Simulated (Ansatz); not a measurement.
InAgTe2:
```cif
data_Ag3In3Te6
_chemical_formula_sum 'In3 Ag3 Te6'
_space_group_name_H-M_alt 'R-3m :H'
_space_group_IT_number 166
_space_group_name_Hall '-R 3 2"'
_cell_length_a 4.16129
_cell_length_b 4.16129
_cell_length_c 20.21117
_cell_angle_alpha 90.000
_cell_angle_beta 90.000
_cell_angle_gamma 120.000
loop_
_atom_site_label
_atom_site_type_symbol
_atom_site_symmetry_multiplicity
_atom_site_Wyckoff_symbol
_atom_site_fract_x
_atom_site_fract_y
_atom_site_fract_z
_atom_site_occupancy
In1 In 3 b 0.00000 0.00000 0.50000 1
Ag1 Ag 3 a 0.00000 0.00000 0.00000 1
Te1 Te 6 c 0.00000 0.00000 0.25476 1
```
(The calculation used a cell of 4 atoms; values per cell refer to that cell.)

Relaxed with LDA.

### Question
Which orbitals make up the states near the Fermi level in plane-wave PAW LDA (Ansatz code)?

### Answer
Within 0.5 eV of the Fermi level: Te 5p 67 %, Ag 4d 9 %, In 5s 8 %, In 5p 7 %. Projections are on Löwdin-orthogonalised atomic valence shells; empty p or d shells of many metals are not among them.

### Question
Tabulate the density of states.

### Answer
States/eV per cell of 4 atoms, in 0.25 eV bins, energy from the Fermi level.

| E (eV) | total | Te 5p | Ag 4d | In 5p |
|---|---|---|---|---|
| -7.85 | 0.00 | 0.00 | 0.00 | 0.00 |
| -7.60 | 0.00 | 0.00 | 0.00 | 0.00 |
| -7.35 | 0.00 | 0.00 | 0.00 | 0.00 |
| -7.10 | 0.00 | 0.00 | 0.00 | 0.00 |
| -6.85 | 0.00 | 0.00 | 0.00 | 0.00 |
| -6.60 | 0.71 | 0.36 | 0.06 | 0.00 |
| -6.35 | 2.75 | 1.29 | 0.33 | 0.02 |
| -6.10 | 3.49 | 1.48 | 0.64 | 0.05 |
| -5.85 | 0.85 | 0.34 | 0.20 | 0.01 |
| -5.60 | 0.27 | 0.10 | 0.09 | 0.02 |
| -5.35 | 1.76 | 0.72 | 0.66 | 0.22 |
| -5.10 | 5.82 | 1.81 | 3.34 | 0.46 |
| -4.85 | 9.09 | 2.08 | 6.40 | 0.39 |
| -4.60 | 5.64 | 1.01 | 4.18 | 0.14 |
| -4.35 | 9.48 | 0.76 | 8.33 | 0.07 |
| -4.10 | 8.35 | 0.53 | 6.85 | 0.05 |
| -3.85 | 4.08 | 0.89 | 2.57 | 0.15 |
| -3.60 | 2.88 | 1.07 | 1.17 | 0.16 |
| -3.35 | 2.06 | 0.98 | 0.55 | 0.16 |
| -3.10 | 2.20 | 1.21 | 0.45 | 0.20 |
| -2.85 | 2.33 | 1.45 | 0.36 | 0.24 |
| -2.60 | 2.65 | 1.79 | 0.30 | 0.29 |
| -2.35 | 2.57 | 1.79 | 0.27 | 0.28 |
| -2.10 | 2.29 | 1.61 | 0.23 | 0.25 |
| -1.85 | 2.32 | 1.58 | 0.27 | 0.27 |
| -1.60 | 2.33 | 1.56 | 0.26 | 0.28 |
| -1.35 | 2.71 | 1.81 | 0.29 | 0.32 |
| -1.10 | 2.65 | 1.84 | 0.24 | 0.28 |
| -0.85 | 2.55 | 1.82 | 0.21 | 0.23 |
| -0.60 | 2.03 | 1.44 | 0.20 | 0.18 |
| -0.35 | 2.10 | 1.48 | 0.21 | 0.18 |
| -0.10 | 2.30 | 1.62 | 0.23 | 0.15 |
| 0.15 | 1.86 | 1.27 | 0.17 | 0.09 |
| 0.40 | 0.78 | 0.33 | 0.03 | 0.07 |
| 0.65 | 0.76 | 0.31 | 0.03 | 0.07 |
| 0.90 | 0.78 | 0.33 | 0.03 | 0.08 |
| 1.15 | 0.82 | 0.35 | 0.03 | 0.08 |
| 1.40 | 0.93 | 0.41 | 0.03 | 0.09 |
| 1.65 | 1.17 | 0.46 | 0.04 | 0.18 |
| 1.90 | 1.18 | 0.41 | 0.03 | 0.24 |
| 2.15 | 0.86 | 0.19 | 0.01 | 0.27 |
| 2.40 | 1.18 | 0.22 | 0.01 | 0.43 |
| 2.65 | 2.24 | 0.41 | 0.02 | 0.87 |
| 2.90 | 1.76 | 0.32 | 0.01 | 0.68 |
| 3.15 | 1.46 | 0.26 | 0.01 | 0.62 |
| 3.40 | 1.47 | 0.25 | 0.01 | 0.72 |
| 3.65 | 2.01 | 0.33 | 0.01 | 1.04 |
| 3.90 | 2.59 | 0.45 | 0.02 | 1.35 |
| 4.15 | 2.69 | 0.46 | 0.02 | 1.24 |
| 4.40 | 2.73 | 0.48 | 0.02 | 1.07 |
| 4.65 | 2.90 | 0.49 | 0.02 | 0.95 |

The workflow started from a Materials Project entry (that database holds measured and hypothetical structures alike); the Crystallography Open Database copy checked does not list it. COD files the formula under space group No. 122. With In and Ag taken as one species the cell has the higher symmetry Fm-3m, so it may be an ordered model of a mixed-site phase. Its standing as an ambient phase is unchecked. The cell was relaxed with LDA under the symmetry of its start; its stability against distortions is not shown here. No spin polarisation was allowed. Scalar-relativistic: spin–orbit coupling is off unless named, which matters more the heavier the elements.

Potentials: the later of the program's two PAW sets.
